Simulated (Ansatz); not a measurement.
# CsRb: hydrostatic pressure series

Level of theory: DFT PBEsol, scalar-relativistic, plane waves, PAW in Ansatz. Settings: 420 eV cutoff, 10×10×6 k-mesh, Gaussian smearing of 0.10 eV, no spin polarisation.

Reference structure (relaxed):

```
Cs Rb
1.0
     2.91782   -4.10830    0.00000
     2.91782    4.10830    0.00000
     0.00000    0.00000    8.09175
Cs Rb
1 1
Direct
  0.00000 0.00000 0.00000
  0.50000 0.50000 0.50000
```

Cell and atoms are relaxed at each pressure within the symmetry of the start, at zero temperature, so transitions that lower the symmetry aren't seen. The k-mesh given is that at zero pressure and may differ at others. a, b and c are the lengths of the cell vectors above.

```csv
P (GPa),V (Å³/atom),V/V0,a (Å),b (Å),c (Å)
0,97.00,1.000,5.039,5.039,8.092
2,63.41,0.654,4.335,4.335,7.116
5,46.74,0.482,3.887,3.887,6.188
10,35.04,0.361,3.498,3.498,5.727
20,25.13,0.259,3.264,3.264,4.719
40,20.84,0.215,3.091,3.091,4.361
```

Does the structure keep its space group?

No: Cmmm (65) at 0 GPa, Cmmm (65) at 2 GPa, Cmmm (65) at 5 GPa, P4/mmm (123) at 10 GPa, P4/mmm (123) at 20 GPa, P4/mmm (123) at 40 GPa.

Which cell vector or vectors give way most up to 40 GPa?

c: the changes are a -38.7 %, b -38.7 %, c -46.1 %.